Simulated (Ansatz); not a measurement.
TiRe:
```
CELL_PARAMETERS angstrom
      3.10276     0.00000     0.00000
      0.00000     3.10276     0.00000
      0.00000     0.00000     3.10276
ATOMIC_POSITIONS crystal
  Re 0.00000 0.00000 0.00000
  Ti 0.50000 0.50000 0.50000
```

Relaxed with r²SCAN. Special points in fractions of this cell's reciprocal vectors: Γ (0.000, 0.000, 0.000); X (0.000, 0.500, 0.000); M (0.500, 0.500, 0.000); R (0.500, 0.500, 0.500).

**Question.** List the band energies nearest the Fermi level at these points for DFT-r²SCAN in the program Ansatz with PAW potentials.

**Answer.** In eV from the Fermi level; about four levels below and three above (degenerate sets whole), none deeper than 8.9 eV; points with the same levels are listed once.

| k | below | above |
|---|---|---|
| Γ | -8.08 -4.33 -4.33 | 0.03 0.03 0.03 |
| X | -2.71 -2.41 -0.26 -0.26 | 0.05 1.60 1.62 1.62 |
| M | -4.71 -4.53 -2.06 -2.06 | 1.62 1.62 2.80 |
| R | -2.72 -2.72 -2.72 -0.67 -0.67 -0.67 | 3.50 3.50 4.21 4.21 |

Space group Pm-3m (CsCl type). The workflow started from an entry of the Crystallography Open Database (COD). Whether it is the stable phase at ambient conditions was not checked. The r²SCAN relaxation kept the symmetry of its start; whether a distortion lowers the energy is not shown. The run is not spin-polarised. Spin–orbit coupling is left out wherever it is not named.

Potentials: the later of the program's two PAW sets.
